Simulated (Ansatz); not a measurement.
**EuTe₂, relaxed from a CdCl2-type start to space group Fm-3m (read at 0.02 Å)**

Method: PBE, scalar-relativistic; collinear spin; PAW, 420 eV, 8×8×4 k-mesh, Gaussian smearing of 0.05 eV; code Ansatz. The datasets are Ansatz's generated set soft_2.

```yaml
crystal:
  lattice:
    - [2.67223, -1.54281, 8.74556]
    - [-2.67223, -1.54281, 8.74556]
    - [0.00000, -6.17124, 8.74556]
  atoms:
    - { symbol: Eu, position: [0.00000, 0.00000, 0.00000] }
    - { symbol: Te, position: [0.24983, 0.24983, 0.87509] }
    - { symbol: Te, position: [0.75017, 0.75017, 0.62491] }
    - { symbol: Eu, position: [0.00000, 0.00000, 0.50000] }
    - { symbol: Te, position: [0.24983, 0.24983, 0.37509] }
    - { symbol: Te, position: [0.75017, 0.75017, 0.12491] }
```

The cell came from substitution into a structure type; no database entry of this phase was matched, which doesn't show that none exists.

Magnetic state: antiferromagnetic, site spin moments Eu 6.64, -6.64; Te 0.08, -0.08 μB.

The cell above was scaled in volume, and shape and atoms were relaxed at each volume within its symmetry. Energies are counted from the cell above.

Cell and atoms are those of this level's equilibrium.

```
V (Å³/atom)  ΔE (meV/atom)  P (GPa)  largest moment (μB)
      34.61            6.5      1.5                 6.62
      35.33            1.5      0.7                 6.63
      36.06            0.0      0.0                 6.64
      36.78            1.6     -0.6                 6.65
      37.50            5.9     -1.2                 6.66
      38.58           16.9     -2.0                 6.67
      39.66           32.7     -2.6                 6.69
```

(1) What do the points give for the equilibrium volume, the bulk modulus and its pressure derivative (third-order Birch–Murnaghan)?

Answer:

(1) V0 = 36.04 Å³/atom, B0 = 34 GPa, B0′ = 4.6.

B0·V0 = 34.3 GPa × 36.04 Å³ = 7.71 eV/atom sets the scale: near the minimum ΔE ≈ ½ B0 V0 x², with x = V/V0 − 1, and a pressure of 0.3 GPa squeezes the volume by about 1 %. At the ends of the curve: x = −3.9 % predicts 6.0 meV/atom and the run gives 6.5; x = +10.1 % predicts 39.0 meV/atom and the run gives 32.7. Compression costs more and expansion less than the parabola says, since the crystal stiffens as it shrinks; B0′ measures that.

Without a U the 4f levels of Eu lie too near the Fermi level, so their share of the states there, and what hangs on it, is overstated. These numbers lack spin–orbit coupling. The run wasn't fully tested for a lower electronic state. Site moments are of spin, integrated over atomic spheres. The run is a metal.
